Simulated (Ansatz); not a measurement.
CO₂ in space group Pa-3 (No. 205; C on 4a, O on 8c), DFT-r²SCAN in the program Ansatz with PAW potentials, all energies at zero smearing, with the estimated change up to a 700 eV cutoff added, with one set of potentials and settings (totals compare only within such a set). Cell of 12 atoms (4 C, 8 O): -5550.958 eV.

```json
[
 {"element": "C", "reference phase": "P6_3/mmc, 4 atoms in the cell", "E (eV/atom)": "-251.6711"},
 {"element": "O", "reference phase": "C2/m, 4 atoms in the cell, spin-polarised", "E (eV/atom)": "-566.0281"}
]
```

Formation energy per atom, worked out: (-5550.958 − 4×(-251.6711) − 8×(-566.0281))/12 = -1.337 eV/atom (-129 kJ per mol of atoms), at 0 K, without zero-point energy or fitted corrections.

The cell was relaxed with r²SCAN under the symmetry of its start. The substance is a gas or liquid at ambient conditions; this is its low-temperature solid. A crystal of weakly bound molecules computed without a dispersion correction: the cell and the soft elastic constants depend strongly on that. The references are the lowest solids computed at this level, not always the standard phases (solids in place of the gases).

Potentials: the later of the program's two PAW sets.
